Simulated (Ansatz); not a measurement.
**NaCaLaS₃O₁₂: Quadrupolar parameters**

The cell is a computed structure from the Materials Project (it need not be an observed phase), taken as it stands.

Space group R3c:H (No. 161); a = 9.3486, c = 25.0076 Å, γ = 120.00°.

| site | Wyckoff | site symmetry | x | y | z |
| --- | --- | --- | --- | --- | --- |
| Na | 6a | 3. | 0.0000 | 0.0000 | 0.4958 |
| Ca | 6a | 3. | 0.0000 | 0.0000 | 0.3498 |
| La | 6a | 3. | 0.0000 | 0.0000 | 0.6495 |
| S | 18b | 1 | 0.6606 | 0.6276 | 0.5842 |
| O13 | 18b | 1 | 0.9794 | 0.1960 | 0.2986 |
| O19 | 18b | 1 | 0.0157 | 0.7994 | 0.7018 |
| O25 | 18b | 1 | 0.1790 | 0.2007 | 0.4125 |
| O31 | 18b | 1 | 0.8119 | 0.7956 | 0.5878 |

One atom of each set is listed; the run and its k-mesh use a cell of 36 atoms with edges of 9.93, 9.93, 9.93 Å.

The numbers come from a DFT calculation in Ansatz (r2SCAN, plane waves and PAW, scalar-relativistic, 500 eV cutoff, Γ-centred 3×3×3 k-points, Fermi–Dirac smearing 0.02 eV).

Conventions: |V_zz| ≥ |V_yy| ≥ |V_xx|, η = (V_xx − V_yy)/V_zz, C_Q = eQV_zz/h. ν_Q = 3|C_Q|/[2I(2I − 1)].

²³Na: I = 3/2, Q = 104.0 mb; ⁴³Ca: I = 7/2, Q = -40.80 mb; ¹³⁹La: I = 7/2, Q = 206.0 mb; 33S: I = 3/2, Q = -69.40 mb; O-17: I = 5/2, Q = -25.58 mb. Nuclear quadrupole moments: year-2017 set (Pyykkö).

```json
{"site": "Na", "atoms": "2", "first shell": "6 O at 2.74–2.95 Å", "C_Q (MHz)": "-0.944", "η": "0.00", "ν_Q (MHz)": "0.472"}
{"site": "Ca", "atoms": "2", "first shell": "6 O at 2.32–2.38 Å", "C_Q (MHz)": "0.442", "η": "0.00", "ν_Q (MHz)": "0.032"}
{"site": "La", "atoms": "2", "first shell": "6 O at 2.35–2.40 Å", "C_Q (MHz)": "-10.6", "η": "0.00", "ν_Q (MHz)": "0.756"}
{"site": "S", "atoms": "6", "first shell": "4 O at 1.47–1.50 Å", "C_Q (MHz)": "2.24", "η": "0.74", "ν_Q (MHz)": "1.12"}
{"site": "O13", "atoms": "6", "first shell": "1 S at 1.47 Å; also 1 Ca at 2.32 Å", "C_Q (MHz)": "-8.63", "η": "0.07", "ν_Q (MHz)": "1.29"}
{"site": "O19", "atoms": "6", "first shell": "1 S at 1.49 Å; also 1 La at 2.35 Å", "C_Q (MHz)": "-8.61", "η": "0.01", "ν_Q (MHz)": "1.29"}
{"site": "O25", "atoms": "6", "first shell": "1 S at 1.48 Å; also 1 Ca at 2.38 Å, 1 Na at 2.74 Å", "C_Q (MHz)": "-8.70", "η": "0.11", "ν_Q (MHz)": "1.31"}
{"site": "O31", "atoms": "6", "first shell": "1 S at 1.50 Å; also 1 La at 2.40 Å, 1 Na at 2.95 Å", "C_Q (MHz)": "-8.74", "η": "0.09", "ν_Q (MHz)": "1.31"}
```

An axis of threefold or higher order runs through Na, Ca and La, so V_zz lies along it and η is zero. At O13, O19, O25 and O31 V_zz points along its bond to S (within 2°) in each case.

The largest force is 0.6 eV/Å, so the atoms aren't at the calculated equilibrium and relaxing them would move these values. Without spin–orbit coupling (the program notes it for La) the gradients are little affected as a rule: paired runs on crystals with a gap mostly move them by under 2 % at such atoms.
